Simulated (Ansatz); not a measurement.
Relaxed (001) slab cut from WS$_{2}$ (space group P6_3/mmc (No. 194)); the slab's formula is WS2, its outer planes S (top) and S (bottom):

```xyz
12
Lattice="3.1878 0.0000 0.0000 -1.5939 2.7607 0.0000 0.0000 0.0000 40.4491" Properties=species:S:1:pos:R:3 pbc="T T T"
S     0.0000    1.8405    7.5000
W     1.5939    0.9202    9.0711
S     0.0000    1.8405   10.6422
S     1.5939    0.9202   14.9356
W     0.0000    1.8405   16.5067
S     1.5939    0.9202   18.0778
S     0.0000    1.8405   22.3713
W     1.5939    0.9202   23.9424
S     0.0000    1.8405   25.5135
S     1.5939    0.9202   29.8069
W     0.0000    1.8405   31.3780
S     1.5939    0.9202   32.9491
```

Level of theory: DFT PBE, scalar-relativistic, plane waves, PAW (Ansatz 0.2.0). Plane waves to 420 eV, a k mesh through Γ of 9×9×1 on the computed 12-atom cell and Gaussian smearing (0.05 eV); no spin polarisation. A dipole correction removes the field between periodic images along c.

The potential is the smooth part; its values at the atoms depend on the PAW datasets.

Problem. How does the plane-averaged electrostatic potential energy of an electron run along c, counted from the top of the valence band?

Solution. (z (Å), V (eV)): (2.53, 5.57), (2.81, 5.57), (3.09, 5.57), (3.37, 5.57), (3.93, 5.57), (4.21, 5.57), (4.49, 5.57), (4.78, 5.56), (5.06, 5.55), (5.34, 5.52), (5.90, 5.25), (6.18, 4.79), (6.46, 3.66), (6.74, 0.79), (7.02, -4.15), (7.30, -7.16), (7.58, -8.05), (8.15, -6.69), (8.43, -9.19), (8.71, -14.34), (8.99, -17.44), (9.27, -16.59), (9.55, -12.26), (10.11, -7.04), (10.39, -8.06), (10.67, -7.83), (10.95, -6.27), (11.24, -2.10), (11.52, 2.32), (12.08, 5.03), (12.36, 5.34), (12.64, 5.45), (12.92, 5.45), (13.20, 5.35), (13.48, 5.06), (13.76, 4.32), (14.33, -1.80), (14.61, -6.11), (14.89, -7.79), (15.17, -8.08), (15.45, -7.12), (15.73, -7.36), (16.29, -16.41), (16.57, -17.50), (16.85, -14.60), (17.13, -9.47), (17.42, -6.69), (17.70, -7.74), (17.98, -8.07), (18.54, -4.40), (18.82, 0.54), (19.10, 3.56), (19.38, 4.75), (19.66, 5.23), (19.94, 5.41), (20.51, 5.41), (20.79, 5.23), (21.07, 4.75), (21.35, 3.56), (21.63, 0.54), (21.91, -4.40), (22.47, -8.07), (22.75, -7.74), (23.03, -6.69), (23.31, -9.47), (23.60, -14.60), (23.88, -17.50), (24.16, -16.41), (24.72, -7.36), (25.00, -7.12), (25.28, -8.08), (25.56, -7.79), (25.84, -6.11), (26.12, -1.80), (26.69, 4.32), (26.97, 5.06), (27.25, 5.35), (27.53, 5.45), (27.81, 5.45), (28.09, 5.34), (28.37, 5.03), (28.93, 2.32), (29.21, -2.10), (29.49, -6.27), (29.78, -7.83), (30.06, -8.06), (30.34, -7.04), (30.90, -12.26), (31.18, -16.59), (31.46, -17.44), (31.74, -14.34), (32.02, -9.19), (32.30, -6.69), (32.86, -8.05), (33.15, -7.16), (33.43, -4.15), (33.71, 0.79), (33.99, 3.66), (34.27, 4.79), (34.55, 5.25), (35.11, 5.52), (35.39, 5.55), (35.67, 5.56), (35.95, 5.57), (36.24, 5.57), (36.52, 5.57), (37.08, 5.57), (37.36, 5.57), (37.64, 5.57), (37.92, 5.57)

The vacuum level lies 5.57 eV above the top of the valence band.

Spin-orbit coupling is left out, which matters for the bands of heavy elements.

Cost: 1 run of about 0.82 core-minutes, on Intel Xeon Platinum 8259CL (Skylake/Cascade Lake) (shared hosts).